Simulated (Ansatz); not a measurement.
TiPd3 (Cu3Au type, Pm-3m) at seven volumes, r²SCAN in the plane-wave PAW code Ansatz, scaled uniformly. One row is withheld.

```
V (Å³/atom)  P (GPa)
-----------  -------
13.421         23.67
13.864         14.33
14.306          6.52
14.749          0.01
15.191             ?
15.634         -9.93
16.076        -13.68
```

**Question.** Fit the shown pressures and predict the withheld one.

**Answer.** Third-order Birch–Murnaghan: P = (3/2)B₀(x^(7/2) − x^(5/2))[1 + (3/4)(B′ − 4)(x − 1)] with x = (V₀/V)^(2/3). Least squares on the six rows gives V₀ = 14.750 Å³/atom, B₀ = 197.5 GPa, B′ = 5.04. At V = 15.191, x = 0.9806 and P = -5.40 GPa. The run itself gave -5.42 GPa.

The workflow started from an entry of the Crystallography Open Database (COD). Whether it is the stable phase at ambient conditions was not checked. Symmetry was held in the r²SCAN relaxation; whether a distortion lowers the energy is not shown. The run is not spin-polarised.

Potentials: the later of the program's two PAW sets.
